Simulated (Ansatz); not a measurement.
Bi:
```xyz
8
Lattice="5.6716 -3.3298 0.0000 5.6716 3.3298 0.0000 0.0000 0.0000 6.5349" Properties=species:S:1:pos:R:3 pbc="T T T"
Bi     8.0143     0.0000     3.2674
Bi     3.3290     0.0000     3.2674
Bi     9.0006     0.0000     0.0000
Bi     2.3427     0.0000     0.0000
Bi     5.6716    -1.2153     5.4555
Bi     5.6716     1.2153     1.0794
Bi     5.6716    -2.1145     2.1880
Bi     5.6716     2.1145     4.3468
```

This is the PBEsol-relaxed structure. Tensor components refer to the Cartesian frame of this cell.

Q: All from the program Ansatz at the PBEsol level (PAW), unless another level is named. Give the Poisson's ratio.

A: 0.38.

Q: And the elastic constants (relaxed ions, GPa)?

A: C11 = 63.2, C22 = 71.0, C33 = 90.8, C12 = 41.6, C13 = 42.2, C23 = 41.3, C44 = 11.4, C55 = 8.8, C66 = 14.8.

Q: Next, the highest zone-centre frequency?

A: 2.60 THz.

Space group Cmce. The first step of the workflow began from a Materials Project structure, measured or hypothetical; the Crystallography Open Database copy checked does not list it. It is not the phase usual at ambient conditions (space group No. 166). The cell keeps a stress of up to 0.3 GPa. Symmetry was held in the PBEsol relaxation; whether a distortion lowers the energy is not shown. As this level gives no gap, shear constants depend on the k-mesh and smearing (Fermi–Dirac, 0.1 eV here). As this level gives no gap, phonon frequencies hold no LO–TO term and depend on the k-mesh and smearing (Fermi–Dirac, 0.1 eV here). On the denser mesh and wider smearing of the elastic run this cell carries a stress of 0.4 GPa. Spin–orbit coupling is left out wherever it is not named.

Potentials: the later of the program's two PAW sets.
